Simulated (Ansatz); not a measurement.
AlP (zinc blende, space group No. 216), plane-wave PAW LDA (Ansatz code): ε∞ = 8.33, cell volume 40.11 Å³. Infrared-active transverse modes:

```csv
ω_TO (cm⁻¹),oscillator strength S_xx (e²/amu)
440.3,0.3410
```

Compute the static dielectric constant.

Each mode adds (4.921e7/V) S/ω²: 2.16. So ε0 = 10.5.

What LO frequency does the Lyddane–Sachs–Teller relation give?

ω_LO = ω_TO √(ε0/ε∞) = 494 cm⁻¹.

Space group F-43m (zinc blende). Symmetry was held in the LDA relaxation; phonons on a q-mesh show no instability.

Potentials: the later of the program's two PAW sets.
